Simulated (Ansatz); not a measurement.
A geometry of CsSnI$_{3}$ away from equilibrium: step 3 of the relaxation of a generated trial cell of CsSnI3 in the AFLOW prototype AB3C_hR10_148_c_f_c (as in TiFeO3). Computed with PBE (plane waves to 420 eV, PAW, scalar-relativistic; Ansatz, a quantum-chemistry and plane-wave program). Γ-centred k-mesh 4×4×4 on the run's cell (coarser than for final values), Fermi–Dirac smearing 0.05 eV. The plane waves were selected for a different cell earlier on the path.

```yaml
crystal:
  lattice:
    - [4.26639, 2.46320, 7.87854]
    - [-4.26639, 2.46320, 7.87854]
    - [0.00000, -4.92640, 7.87854]
  atoms:
    - { symbol: Sn, position: [0.35134, 0.35134, 0.35134] }
    - { symbol: Sn, position: [0.64866, 0.64866, 0.64866] }
    - { symbol: I, position: [0.27013, 0.55487, 0.94721] }
    - { symbol: I, position: [0.94721, 0.27013, 0.55487] }
    - { symbol: I, position: [0.55487, 0.94721, 0.27013] }
    - { symbol: I, position: [0.72987, 0.44513, 0.05279] }
    - { symbol: I, position: [0.05279, 0.72987, 0.44513] }
    - { symbol: I, position: [0.44513, 0.05279, 0.72987] }
    - { symbol: Cs, position: [0.14886, 0.14886, 0.14886] }
    - { symbol: Cs, position: [0.85114, 0.85114, 0.85114] }
```

Q: Give the Cartesian forces on all atoms (eV/Å).

A: 
| atom | Fx | Fy | Fz |
|---|---|---|---|
| Sn1 | 0.00 | 0.00 | -0.28 |
| Sn2 | 0.00 | 0.00 | 0.28 |
| I3 | 0.41 | 0.18 | 0.48 |
| I4 | -0.36 | 0.27 | 0.48 |
| I5 | -0.05 | -0.45 | 0.48 |
| I6 | -0.41 | -0.18 | -0.48 |
| I7 | 0.36 | -0.27 | -0.48 |
| I8 | 0.05 | 0.45 | -0.48 |
| Cs9 | 0.00 | 0.00 | 0.04 |
| Cs10 | 0.00 | 0.00 | -0.04 |

The path ends in R-3 (No. 148) (AFLOW prototype AB3C_hR10_148_c_f_c (as in TiFeO3)). No spin polarisation in the result.

The run could not lose the symmetry of its start, so the end can be a saddle point.

The end of the path is a generated cell of CsSnI3: the first start was made by placing the elements on the sites of a structure type, and the end was not matched to a known phase here, so it may be hypothetical. Known forms of CsSnI3 include space group No. 62, 221.
